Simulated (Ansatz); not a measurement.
Frames from the relaxation of a relaxed Mo cell shaken by Gaussian noise of σ = 0.08 Å a coordinate, as extended XYZ (Å, eV, eV/Å, GPa with compression positive). Computed with r2SCAN (plane waves to 500 eV, PAW, scalar-relativistic; Ansatz, a program for electronic structure). Γ-centred k-mesh 7×7×7 on the run's cell (coarser than for final values), Fermi–Dirac smearing 0.05 eV.

```xyz
8
Lattice="5.0500 0.0000 0.0000 0.0000 5.0500 0.0000 0.0000 0.0000 5.0500" Properties=species:S:1:pos:R:3:forces:R:3 pbc="T T T" step=1 free_energy=-39737.353 pressure=2.3 accepted=T
Mo     0.7883     0.8155     0.9558   -0.4982   -0.0316   -0.8904
Mo     3.2186     1.8582     4.2573   -0.0044   -0.8208   -0.0692
Mo     4.4042     3.4769     1.7788   -1.6777   -1.5396   -0.0117
Mo     1.6830     4.2751     3.3082    0.7162    0.1531    0.9986
Mo     4.2114     4.2778     4.2712    0.2323    0.2580    0.0860
Mo     1.6759     3.2576     0.8806    0.7563    0.1484   -0.2620
Mo     0.6579     1.6529     3.4842    0.3983    0.6755   -0.7540
Mo     3.2433     0.6998     1.6682    0.0770    1.1570    0.9026
8
Lattice="5.0491 0.0063 0.0035 0.0063 5.0472 -0.0306 0.0035 -0.0306 5.0483" Properties=species:S:1:pos:R:3:forces:R:3 pbc="T T T" step=2 free_energy=-39737.924 pressure=0.5 accepted=T
Mo     0.7578     0.8152     0.8485   -0.1967   -0.2823    0.1183
Mo     3.2491     1.7650     4.2602    0.0928   -0.1862    0.0753
Mo     4.2592     3.3459     1.7457   -0.2065   -0.1774    0.0990
Mo     1.7622     4.2862     3.3737   -0.3606   -0.3122   -0.1250
Mo     4.2552     4.2449     4.2545   -0.1008    0.1239    0.1248
Mo     1.6845     3.2648     0.8740    0.3409    0.5151   -0.2192
Mo     0.7126     1.7023     3.3735    0.2430    0.1770   -0.0644
Mo     3.2381     0.7785     1.7578    0.1879    0.1419   -0.0089
8
Lattice="5.0319 -0.0058 0.0057 -0.0058 5.0476 0.0069 0.0057 0.0069 5.0687" Properties=species:S:1:pos:R:3:forces:R:3 pbc="T T T" step=3 free_energy=-39737.999 pressure=0.2 accepted=T
Mo     0.7512     0.8096     0.8580   -0.0028   -0.0035   -0.0857
Mo     3.2686     1.7469     4.3225    0.0558   -0.0012    0.0574
Mo     4.1986     3.3252     1.8028    0.0002    0.0240   -0.0620
Mo     1.6798     4.2685     3.3909    0.0169    0.0136    0.0162
Mo     4.1987     4.2716     4.3261    0.0337   -0.0212    0.0565
Mo     1.6859     3.3317     0.8495   -0.0695   -0.0163    0.0395
Mo     0.7646     1.7476     3.3868   -0.0944    0.0124    0.0108
Mo     3.2638     0.8082     1.7939    0.0601   -0.0078   -0.0328
```

The path has 7 moves and ends in Pa-3 (No. 205), 0.08 eV/atom below its start. Free energies are of the whole cell and compare only within this code, potentials and settings.  No spin polarisation in the result.

The end of the path is a generated cell of Mo: the first start was made by placing the elements on the sites of a structure type, and the end was not matched to a known phase here, so it may be hypothetical. Known forms of Mo include space group No. 229.
